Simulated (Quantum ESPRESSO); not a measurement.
```
MgH2
1.0
    4.56180     0.00000     0.00000
    0.00000     4.56180     0.00000
    0.00000     0.00000     3.02050
Mg H
2 4
Direct
  0.00000   0.00000   0.00000
  0.50000   0.50000   0.50000
  0.30444   0.30444   0.00000
  0.19556   0.80444   0.50000
  0.69556   0.69556   0.00000
  0.80444   0.19556   0.50000
```
The cell was made here from an entry of the Crystallography Open Database (unchecked): atoms relaxed with PBE in the measured cell (PBE without dispersion, pw.x of a modified build of Quantum ESPRESSO, symmetry kept).  Stability against distortions was not tested.

A lattice sum over point charges, one formal value an element (Mg +2, H -1), with no Sternheimer factor, costs far less than a self-consistent run. Taken along the main axis of each site's self-consistent tensor, it gives:

```tsv
site	V along that axis, point charges (a.u.)
Mg (atoms 1, 2)	0.000
H (atoms 3, 4, 5, 6)	-0.094
```

Q: How do the values of PBE PAW (JTH datasets; density from pw.x of Quantum ESPRESSO, gradients reconstructed from it by a script) compare?

A: 
| site | Vzz, PAW (a.u.) | PAW over point charges |
|---|---|---|
| Mg | -0.072 | – |
| H | -0.052 | 0.6 |
  Cores are frozen. Against all-electron runs on small test molecules, this scheme's |Vzz| missed by −3 to +1 % on H. Mg had no test against all-electron runs.
